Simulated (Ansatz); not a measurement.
One crystal and one scan (energy against volume) at two levels, r2SCAN+rVV10 (plane waves to 500 eV, PAW, scalar-relativistic; Ansatz, a first-principles code) and PBE-D3(BJ) (plane waves to 420 eV, PAW, scalar-relativistic; Ansatz), each from its own relaxed cell and on its own mesh. The cell shown is that of r2SCAN+rVV10.

MoS2 (2H-MoS2 type, space group P6_3/mmc)

```yaml
crystal:
  lattice:
    - [3.17300, 0.00000, 0.00000]
    - [-1.58650, 2.74790, 0.00000]
    - [0.00000, 0.00000, 12.43657]
  atoms:
    - { symbol: Mo, position: [0.33333, 0.66667, 0.25000] }
    - { symbol: Mo, position: [0.66667, 0.33333, 0.75000] }
    - { symbol: S, position: [0.33333, 0.66667, 0.62491] }
    - { symbol: S, position: [0.66667, 0.33333, 0.12491] }
    - { symbol: S, position: [0.66667, 0.33333, 0.37509] }
    - { symbol: S, position: [0.33333, 0.66667, 0.87509] }
```

E(V) scan at fixed shape, V₀ the volume above. The atoms relax within the cell's symmetry.

The energy includes the smearing's −TS. MoS2 is run without spin polarisation. MoS2 was relaxed with its symmetry unable to fall. With the shape held, the modulus is that of even scaling; a crystal free to change shape is softer. Percentages come from the unrounded values. Both scans cover V/V₀ from 0.940 to 1.060.

Results of r2SCAN+rVV10:

```
Property                                                   Result
---------------------------------------------------------  ------
Lattice constant a (Å)                                      3.173
Lattice constant c (Å)                                      12.44
Relaxed volume (Å³/atom)                                    18.07
Band gap of the relaxed cell, no spin-orbit coupling (eV)    1.01
Energy cost of the largest compression (meV/atom)            16.9
Energy cost of the largest expansion (meV/atom)              13.8
Pressure derivative B₀′ (fit)                                 4.0
```

### Question
What does PBE-D3(BJ) give for the same quantities?

### Answer
```json
[
 {"quantity": "Lattice constant a (Å)", "PBE-D3(BJ)": "3.149", "r2SCAN+rVV10 − PBE-D3(BJ)": "+0.024 (+0.8 %)"},
 {"quantity": "Lattice constant c (Å)", "PBE-D3(BJ)": "12.09", "r2SCAN+rVV10 − PBE-D3(BJ)": "+0.35 (+2.9 %)"},
 {"quantity": "Relaxed volume (Å³/atom)", "PBE-D3(BJ)": "17.31", "r2SCAN+rVV10 − PBE-D3(BJ)": "+0.76 (+4.4 %)"},
 {"quantity": "Band gap of the relaxed cell, no spin-orbit coupling (eV)", "PBE-D3(BJ)": "0.78", "r2SCAN+rVV10 − PBE-D3(BJ)": "+0.23 (+30 %)"},
 {"quantity": "Energy cost of the largest compression (meV/atom)", "PBE-D3(BJ)": "16.2", "r2SCAN+rVV10 − PBE-D3(BJ)": "+0.7 (+4 %)"},
 {"quantity": "Energy cost of the largest expansion (meV/atom)", "PBE-D3(BJ)": "13.3", "r2SCAN+rVV10 − PBE-D3(BJ)": "+0.5 (+4 %)"},
 {"quantity": "Pressure derivative B₀′ (fit)", "PBE-D3(BJ)": "4.2", "r2SCAN+rVV10 − PBE-D3(BJ)": "-0.2 (-4 %)"}
]
```

r2SCAN+rVV10 gives the higher value for: lattice constant a; lattice constant c; relaxed volume; band gap of the relaxed cell, no spin-orbit coupling; energy cost of the largest compression; energy cost of the largest expansion.

(A scan under strain: stresses follow from slopes of the energy per volume, elastic moduli from its curvatures.)
